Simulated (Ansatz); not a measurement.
## Ag$_{3}$PtI, a known structure type with other elements, at an estimated volume

```
CELL_PARAMETERS angstrom
4.79992 0.00000 0.00000
0.00000 4.79992 0.00000
0.00000 0.00000 4.79992
ATOMIC_POSITIONS crystal
Ag 0.51500 0.39900 0.01600
Ag 0.01600 0.51500 0.39900
Ag 0.39900 0.01600 0.51500
I 0.00000 0.00000 0.00000
Pt 0.53600 0.53600 0.53600
```

Method: r2SCAN, no spin polarisation; PAW, plane waves to 500 eV, 7×7×7 Γ-centred mesh, fermi-dirac occupations (width 0.1 eV) (Ansatz 0.2.0), atoms fixed.

Q: Is the cell too large or too small?

A: The pressure is 12.6 GPa (compression positive), so with the atoms held at these fractions the cell would first expand; the forces are large, so a full relaxation may end otherwise. The principal stresses 8.9, 14.5, 14.5 GPa differ, so its shape would change too.

Q: What is the formation energy?

A: 0.52 eV an atom against the elements' usual phases (free molecules for gases, crystals otherwise, with no correction for O₂ or N₂), so at this geometry it isn't bound against them. Relaxing would lower it.

Q: What is the band gap?

A: The gap is 0.24 eV, indirect (the least direct gap found is 0.26 eV).

Q: Describe some of the short contacts.

A: Ag–Pt at 2.40 Å: least valence density 0.64 e/Å³ and ELF 0.21 there. I–Ag at 3.02 Å: least valence density 0.22 e/Å³ and ELF 0.19 there. These are pseudo-fields; inside the PAW spheres they differ from the all-electron ones.

Q: Which atom feels the largest force, and which way?

A: The largest is on Ag2 (and as large on other atoms): 2.00 eV/Å, components (1.79, -0.18, -0.88). It makes 169° with the line to a nearest neighbour, Pt5 at 2.40 Å, pointing away from it.

Q: Which element gives electrons and which takes them?

A: Bader charges in e: Ag +0.25, Pt -0.52, I -0.25. In the mean Ag gives up most and Pt takes most.

Q: What is the character of the valence top and the conduction bottom?

A: Within 0.7 eV of the edges, the states project mainly on Pt d (51 %), Ag d (28 %) and I p (13 %) below the gap and on Ag s (46 %) and I p (19 %) above it.

Origin: a known structure type with other elements, at an estimated volume, so it need not be a known compound. Caveats: no spin-orbit coupling, which can shift this gap by tenths of an eV; atoms or cell far from equilibrium; the mesh misses a band edge that the path finds.
